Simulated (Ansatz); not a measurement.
Cu (body-centred tetragonal, space group No. 139) under volume change, plane-wave PAW r²SCAN+D4 (Ansatz code), shape and atoms relaxed at each volume.

| V (Å³/atom) | E − E(relaxed) (meV/atom) | P (GPa) |
|---|---|---|
| 10.303 | 58.2 | 20.08 |
| 10.642 | 24.2 | 12.16 |
| 10.982 | 5.7 | 5.54 |
| 11.322 | 0.0 | -0.01 |
| 11.661 | 5.1 | -4.63 |
| 12.001 | 19.1 | -8.48 |
| 12.340 | 40.5 | -11.65 |

**Question.** What does a third-order Birch–Murnaghan fit give for V₀, B₀ and B′?

**Answer.** V₀ = 11.32 Å³/atom, B₀ = 168 GPa, B′ = 5.0.

Space group I4/mmm (body-centred tetragonal). The first step of the workflow began from a Materials Project structure, measured or hypothetical; the Crystallography Open Database copy checked does not list it. It is not the phase usual at ambient conditions (space group No. 225). The cell was relaxed with r²SCAN+D4 under the symmetry of its start. At this level the phase is mechanically unstable. The run is not spin-polarised. The pairwise dispersion correction was not fitted to metals.

Potentials: the later of the program's two PAW sets.
